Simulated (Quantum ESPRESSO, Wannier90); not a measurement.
# Wannierisation of Pb$_{2}$SeS (P4/mmm)

```xyz
4
Lattice="4.2971 0.0000 0.0000 0.0000 4.2971 0.0000 0.0000 0.0000 6.0924" Properties=species:S:1:pos:R:3 pbc="T T T"
Pb     0.0000     0.0000     0.0000
Pb     2.1486     2.1486     3.0462
Se     2.1486     2.1486     0.0000
S      0.0000     0.0000     3.0462
```

Structure: Materials Project mp-1219943, symmetrised, not relaxed again. Not found in the COD (Crystallography Open Database) copy used; not checked further. Level: PBEsol, spinors with spin-orbit coupling; pw.x of Quantum ESPRESSO at 69 Ry with PseudoDojo potentials, 4×4×4 k-points, Wannier90. Density: 8×8×6 mesh, Gaussian smearing 0.01 Ry. With spin-orbit coupling a semilocal functional can close or falsely invert a small gap; the band order was not checked against a better method.

A tight-binding model is made by disentanglement and projection with no localisation steps (num_iter = 0), so the 32 orbitals stay atom-like: hydrogen-like Pb: s;p; Se: s;p; S: s;p, axes along x, y, z; frozen window up to 3.00 eV relative to the Fermi level. It follows pw.x to 5.9 meV rms for states up to 1.0 eV relative to the Fermi level. Matrix elements depend on this choice of orbitals and windows.

The 30 largest hoppings ⟨m,0|H|n,R⟩ between different sites (one of each Hermitian pair; signs follow the real orbitals' lobes; the list may end inside a set of equal values):

| m | n | R | distance of the centres (Å) | t (eV) | Im t (eV) |
|---|---|---|---|---|---|
| Se3 pz↑ | Pb2 pz↑ | 0 0 0 | 3.05 | 1.915 | 0.000 |
| Se3 pz↓ | Pb2 pz↓ | 0 0 0 | 3.05 | 1.915 | 0.000 |
| Pb2 pz↑ | Se3 pz↑ | 0 0 1 | 3.05 | 1.915 | 0.000 |
| Pb2 pz↓ | Se3 pz↓ | 0 0 1 | 3.05 | 1.915 | 0.000 |
| S4 pz↑ | Pb1 pz↑ | 0 0 0 | 3.05 | 1.701 | 0.000 |
| S4 pz↓ | Pb1 pz↓ | 0 0 0 | 3.05 | 1.701 | 0.000 |
| S4 pz↑ | Pb1 pz↑ | 0 0 1 | 3.05 | 1.701 | 0.000 |
| S4 pz↓ | Pb1 pz↓ | 0 0 1 | 3.05 | 1.701 | 0.000 |
| Se3 px↑ | Pb1 py↑ | 0 0 0 | 3.04 | 1.186 | -0.011 |
| Se3 px↓ | Pb1 py↓ | 0 0 0 | 3.04 | 1.186 | 0.011 |
| Se3 py↑ | Pb1 px↑ | 0 0 0 | 3.04 | 1.186 | 0.011 |
| Se3 py↓ | Pb1 px↓ | 0 0 0 | 3.04 | 1.186 | -0.011 |
| Se3 px↑ | Pb1 py↑ | 0 1 0 | 3.04 | -1.186 | -0.011 |
| Se3 px↓ | Pb1 py↓ | 0 1 0 | 3.04 | -1.186 | 0.011 |
| Se3 py↑ | Pb1 px↑ | 0 1 0 | 3.04 | -1.186 | 0.011 |
| Se3 py↓ | Pb1 px↓ | 0 1 0 | 3.04 | -1.186 | -0.011 |
| Se3 px↑ | Pb1 py↑ | 1 0 0 | 3.04 | -1.186 | -0.011 |
| Se3 px↓ | Pb1 py↓ | 1 0 0 | 3.04 | -1.186 | 0.011 |
| Se3 py↑ | Pb1 px↑ | 1 0 0 | 3.04 | -1.186 | 0.011 |
| Se3 py↓ | Pb1 px↓ | 1 0 0 | 3.04 | -1.186 | -0.011 |
| Se3 px↑ | Pb1 py↑ | 1 1 0 | 3.04 | 1.186 | -0.011 |
| Se3 px↓ | Pb1 py↓ | 1 1 0 | 3.04 | 1.186 | 0.011 |
| Se3 py↑ | Pb1 px↑ | 1 1 0 | 3.04 | 1.186 | 0.011 |
| Se3 py↓ | Pb1 px↓ | 1 1 0 | 3.04 | 1.186 | -0.011 |
| Se3 pz↑ | Pb2 s↑ | 0 0 0 | 3.05 | -1.167 | 0.000 |
| Se3 pz↓ | Pb2 s↓ | 0 0 0 | 3.05 | -1.167 | 0.000 |
| Pb2 s↑ | Se3 pz↑ | 0 0 1 | 3.05 | 1.167 | 0.000 |
| Pb2 s↓ | Se3 pz↓ | 0 0 1 | 3.05 | 1.167 | 0.000 |
| S4 pz↑ | Pb1 s↑ | 0 0 0 | 3.05 | 1.054 | 0.000 |
| S4 pz↓ | Pb1 s↓ | 0 0 0 | 3.05 | 1.054 | 0.000 |
